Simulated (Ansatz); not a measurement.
Data:

Ta$_{2}$Se:
```
CELL_PARAMETERS angstrom
      3.37154     0.00000     0.00000
      0.00000     3.37154     0.00000
      0.00000     0.00000    10.07541
ATOMIC_POSITIONS crystal
  Ta 0.50000 0.00000 0.76276
  Ta 0.00000 0.50000 0.23724
  Se 0.50000 0.00000 0.35734
  Se 0.00000 0.50000 0.64266
  Ta 0.50000 0.00000 0.07557
  Ta 0.00000 0.50000 0.92443
```

This is the r²SCAN+D4-relaxed structure.

All from r²SCAN+D4 in the plane-wave PAW code Ansatz, unless another level is named. Give the electronic character.

metallic (no gap).

Predict the density of states at the Fermi level.

0.64 states/eV per atom (mean over ±0.08 eV).

Give the formation energy from the elements (no fitted shifts).

-0.53 eV/atom.

Space group P4/nmm. The workflow started from an entry of the Crystallography Open Database (COD). Whether it is the stable phase at ambient conditions was not checked. Symmetry was held in the r²SCAN+D4 relaxation; whether a distortion lowers the energy is not shown. The run is not spin-polarised. The references are the lowest solids computed at this level, not always the standard phases. Spin–orbit coupling is left out wherever it is not named.

Potentials: the later of the program's two PAW sets.
